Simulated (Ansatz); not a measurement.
Data sheet: Sn (DFT)

Sn (hcp (Mg type), P6_3/mmc), a = 3.3586 Å, b = 3.3586 Å, c = 5.6699 Å, α = 90.00°, β = 90.00°, γ = 120.00°.

Space group P6_3/mmc (No. 194), hcp (Mg type); conventional cell a = b = 3.3586 Å, c = 5.6699 Å, α = β = 90.00°, γ = 120.00°.

Method: the program Ansatz at the PBE level (PAW). The cell and atoms are relaxed at this level. Other levels are named where they apply.

Cell and energy:

- Volume per atom: 27.70 Å³
- Density: 7.12 g/cm³

Electronic structure:

- Electronic character: metallic (no gap)
- Density of states at the Fermi level: 0.52 states/eV per atom (mean over ±0.08 eV)
- Gap with spin–orbit coupling: none (metallic)

Mechanics:

- Bulk modulus (Birch–Murnaghan fit) = 46.6 GPa
- Pressure derivative B′ = 5.0

The start of the workflow was typed in or built on a structure type; neither database checked (COD, Materials Project) lists it. It is not the phase usual at ambient conditions (space group No. 141). Symmetry was held in the PBE relaxation; whether a distortion lowers the energy is not shown. Axis ratios of metals converge slowly with the k-mesh, so a and c are less sure than the volume. Spin–orbit coupling is left out wherever it is not named.

Potentials: the earlier of the program's two PAW sets.
